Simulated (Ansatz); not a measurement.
Sn:
```yaml
crystal:
  lattice:
    - [-4.05033, 4.05033, 4.05033]
    - [4.05033, -4.05033, 4.05033]
    - [4.05033, 4.05033, -4.05033]
  atoms:
    - { symbol: Sn, position: [0.50000, 0.75000, 0.25000] }
    - { symbol: Sn, position: [0.25000, 0.50000, 0.75000] }
    - { symbol: Sn, position: [0.75000, 0.50000, 0.25000] }
    - { symbol: Sn, position: [0.50000, 0.25000, 0.75000] }
    - { symbol: Sn, position: [0.25000, 0.75000, 0.50000] }
    - { symbol: Sn, position: [0.75000, 0.25000, 0.50000] }
```

Relaxed with r²SCAN. r²SCAN in the plane-wave PAW code Ansatz gives no gap.

### Question
What gap does HSE06 give on the same cell (Ansatz, PAW)?

### Answer
It stays without a gap at the points solved. The hybrid was solved on a coarser mesh and at special points; its gap is the smallest among all of these. On such a mesh it can open a false gap in a semimetal.

| k | v1 r²SCAN | c1 r²SCAN | v1 HSE06 | c1 HSE06 |
|---|---|---|---|---|
| Γ | -1.66 | 1.46 | ___ | ___ |
| H | 0.00 | 0.00 | 0.00 | 0.00 |
| P | -1.44 | 2.12 | ___ | ___ |
| N | -0.63 | 1.06 | ___ | ___ |

### Question
Top valence (v1) and lowest conduction level (c1) in eV from each method's valence maximum (which need not be a listed point): supply the withheld HSE06 values.

### Answer

- N, v1 HSE06: -0.64
- N, c1 HSE06: 1.36
- Γ, v1 HSE06: -1.68
- Γ, c1 HSE06: 1.73
- P, v1 HSE06: -1.44
- P, c1 HSE06: 2.43

Cost on shared cores: the r²SCAN run (SCF on a 7×7×7 mesh, then bands and DOS) roughly 2.3 core-minutes, the HSE06 run (SCF on 3×3×3, then a few points) roughly 4 core-minutes; the tasks are unlike.

Space group Im-3m. The start of the workflow was typed in or built on a structure type; the Crystallography Open Database copy checked does not list it. It is not the phase usual at ambient conditions (space group No. 141). The r²SCAN relaxation kept the symmetry of its start; its stability against distortions is not shown here. The volume moved by 33 % from the start of the relaxation. Spin–orbit coupling is left out wherever it is not named.

Potentials: the later of the program's two PAW sets.
